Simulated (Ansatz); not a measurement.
Relaxed candidate structures of Si2Ni:

A. R3m, hexagonal axes (No. 160), hR6; a = b = 3.7761 Å, c = 21.1246 Å, α = β = 90.00°, γ = 120.00°; Si 3a (0.000, 0.000, 0.005); Ni 3a (0.000, 0.000, 0.514); Si 3a (0.000, 0.000, 0.407); Si 3a (0.000, 0.000, 0.842); Ni 3a (0.000, 0.000, 0.114); Si 3a (0.000, 0.000, 0.619)

B. I4/mcm (No. 140), tI12; a = b = 5.5003 Å, c = 4.8362 Å, α = β = γ = 90.00°; Si 8h (0.155, 0.345, 0.000); Ni 4a (0.000, 0.000, 0.250)

C. P6/mmm (No. 191), hP3; a = b = 4.2240 Å, c = 2.4732 Å, α = β = 90.00°, γ = 120.00°; Ni 1a (0.000, 0.000, 0.000); Si 2d (0.333, 0.667, 0.500)

D. Cmcm (No. 63), oS12; a = 6.446 Å, b = 5.865 Å, c = 4.498 Å, α = β = γ = 90.00°; Si 8g (0.324, 0.301, 0.250); Ni 4c (0.000, 0.154, 0.250)

Problem. Order them by energy per atom (lowest first) at the level r2SCAN (plane waves to 500 eV, PAW, scalar-relativistic; Ansatz, a first-principles code).

Solution. B (reference), A (+0.05 eV/atom), D (+0.20 eV/atom), C (+0.52 eV/atom)

The lowest structure calculated, Fm-3m, cF12, AFLOW prototype AB2_cF12_225_a_c (C1, as in CaF2), is not among these; it lies 0.21 eV/atom below the lowest of them. Each run could gain symmetry but not lose that of its start, so entries can be saddle points. All of these are generated cells (placed on structure types, drawn at random, substituted or restacked) that were not matched to a known phase here. Energies are at zero temperature and pressure, without zero-point motion. The runs use different k-meshes, so differences are rounded accordingly. No spin polarisation in the result. A magnetic state may lie lower.
